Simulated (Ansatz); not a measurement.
Co in space group Fd-3m (No. 227; Co on 8a, Co on 16d) under volume change, the program Ansatz at the PBEsol level (PAW), scaled uniformly.

```tsv
V (Å³/atom)	E − E(relaxed) (meV/atom)	P (GPa)
10.001	69.3	23.83
10.330	[?]	[?]
10.660	[?]	[?]
10.990	0.0	0.00
11.320	6.3	-5.99
11.649	24.1	-11.13
11.979	51.6	-15.53
```

Q: Complete the blanks.

A: 
- 10.660, E − E(relaxed) (meV/atom): 7.0
- 10.660, P (GPa): 7.00
- 10.330, E − E(relaxed) (meV/atom): 29.5
- 10.330, P (GPa): 15.02

Q: What does a third-order Birch–Murnaghan fit give for V₀, B₀ and B′?

A: V₀ = 10.99 Å³/atom, B₀ = 213 GPa, B′ = 3.6.

The first step of the workflow began from a Materials Project structure, measured or hypothetical; the Crystallography Open Database copy checked does not list it. It is not the phase usual at ambient conditions (space group No. 194). The PBEsol relaxation kept the symmetry of its start; its stability against distortions is not shown here. Spin order of the final state: ferromagnetic, chosen from 4 collinear starts compared on coarse meshes (ties went to the first, and starts can fall back to one state), not a proven ground state.

Potentials: the earlier of the program's two PAW sets.
